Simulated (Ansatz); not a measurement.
**Dy5C: rattling a relaxed structure**

The structure comes from a generated guess, relaxed at this level; another structure or a mixture of phases may lie lower.

These are results of DFT PBE, scalar-relativistic, plane waves, PAW, and for the lanthanide a 4f-in-core norm-conserving potential, in Ansatz 0.2.0, not measurements. Settings: cutoff 630 eV, Γ-centred mesh 8×8×8 on the computed 6-atom cell, Gaussian smearing of 0.10 eV; no spin polarisation.

The cell below (6 atoms, space group Immm (No. 71)) is relaxed within its symmetry.

```
CELL_PARAMETERS angstrom
-2.51631 4.11378 4.13703
2.51631 -4.11378 4.13703
2.51631 4.11378 -4.13703
ATOMIC_POSITIONS crystal
Dy 0.71092 0.00000 0.71092
Dy 0.28908 0.00000 0.28908
Dy 0.71180 0.71180 0.00000
Dy 0.28820 0.28820 0.00000
Dy 0.00000 0.50000 0.50000
C 0.00000 0.00000 0.00000
```

For the test it was strained at random (σ = 1.5 % a component), the atoms were moved at random (σ = 0.05 Å), and all was relaxed again on a coarse 6×6×6 mesh (in the run’s order of axes) with 0.20 eV smearing, with no symmetry imposed.

Question: Does it come back?

Answer: It doesn't return. The energy falls by 108 meV/atom on that mesh, the volume changes by -3.7 %, and the end has space group I4/m (No. 87) at a loose tolerance. Relaxed again on an 8×8×8 mesh with 0.10 eV smearing, the new structure lies 107 meV/atom below the first (mesh in the axes of the run's cell; the cell below is made exact in the group named). Space group I4/m (No. 87), tetragonal, a = 8.113 Å, c = 5.008 Å. Around Dy on a site of symmetry m lie 1 C at 2.41 Å and 12 Dy at 3.41–3.79 Å; Dy on a site of symmetry 4/m has 2 C at 2.50 Å, 8 Dy at 3.48 Å and 4 Dy at 3.79 Å; around C lie 6 Dy at 2.41–2.50 Å.

```cif
data_structure
_symmetry_space_group_name_H-M 'P 1'
_symmetry_Int_Tables_number 1
_cell_length_a 6.2593
_cell_length_b 6.2593
_cell_length_c 6.2593
_cell_angle_alpha 99.209
_cell_angle_beta 99.209
_cell_angle_gamma 132.837
_cell_volume 164.81
loop_
_atom_site_label
_atom_site_type_symbol
_atom_site_fract_x
_atom_site_fract_y
_atom_site_fract_z
_atom_site_occupancy
Dy1 Dy 0.91532 0.28527 0.20059 1
Dy2 Dy 0.08468 0.71473 0.79941 1
Dy3 Dy 0.28527 0.08468 0.36994 1
Dy4 Dy 0.71473 0.91532 0.63006 1
Dy5 Dy 0.50000 0.50000 0.00000 1
C1 C 0.00000 0.00000 0.00000 1
```

The lanthanide is trivalent by construction, without f bands, f moments or other valences.
